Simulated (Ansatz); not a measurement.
Si3C3N8 on the sites of β-Si3N4, 14 atoms and 64 valence electrons in a cell of about 115 Å³, was run 7 times in Ansatz 0.2.0, each time on 1 × NVIDIA H100 80GB HBM3 with 2 threads of AMD EPYC 7R13 Processor (Zen 3) (shared host).

| run | k mesh | irreducible k | cutoff (eV) | plane waves | bands | SCF iterations | wall time | peak host memory (GiB) |
| --- | --- | --- | --- | --- | --- | --- | --- | --- |
| relaxation, PBE | 6×6×8 | 40 | 420 | 2319 | 46 | 95 | ? | ? |
| relaxation, r2SCAN | 6×6×8 | 40 | 500 | 2907 | 46 | 51 | 66 s | 1 |
| bands, PBE | 6×6×10 | 48 | 420 | 2247 | 39 | 9 | 40 s | 1 |
| single point, r2SCAN | 6×6×10 | 48 | 500 | 2907 | 39 | 8 | ? | ? |
| single point, HSE06 | 3×3×6 | 12 | 420 | 2247 | 39 | 17 | ? | ? |
| field response, r2SCAN | 6×6×8 | 148 | 500 | 2907 | 46 | 15 | 5.7 min | 4.9 |
| single point, PBE0 | 3×3×6 | 12 | 420 | 2247 | 39 | 17 | 59 s | 2.2 |

Question: What time and memory did the runs marked ? need?

Answer:
```tsv
run	wall time	peak host memory (GiB)
single point, HSE06	2.5 min	2.2
relaxation, PBE	110 s	1
single point, r2SCAN	43 s	1.1
```
